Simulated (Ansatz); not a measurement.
Values for one crystal, relaxed and computed with DFT-HSE06 in the program Ansatz with PAW potentials; other levels are named.

| Property | Result |
|---|---|
| Volume per atom | 10.21 Å³ |
| Electronic character | metallic (no gap) |
| Pressure derivative B′ | 5.4 |
| Bulk modulus (Birch–Murnaghan fit) | 199 GPa |

**Question.** Pick the material that matches.
(A) CuNi3N, anti-perovskite
(B) VN, P-6m2 (V on 1a, N on 1f)
(C) Co2N, Pnnm (Co on 4g, N on 2a)
(D) InCo3N, anti-perovskite

**Answer.** A, CuNi3N, anti-perovskite

Space group Pm-3m (anti-perovskite). The workflow started from a Materials Project entry (that database holds measured and hypothetical structures alike); the Crystallography Open Database copy checked does not list it. Whether it is the stable phase at ambient conditions was not checked. The HSE06 relaxation kept the symmetry of its start; whether a distortion lowers the energy is not shown. Spin order of the final state: ferromagnetic, the only order run, not a proven ground state. Other orbital occupations within this spin state were not tried. The hybrid run found no gap, on a coarse k-mesh.

Potentials: the later of the program's two PAW sets.
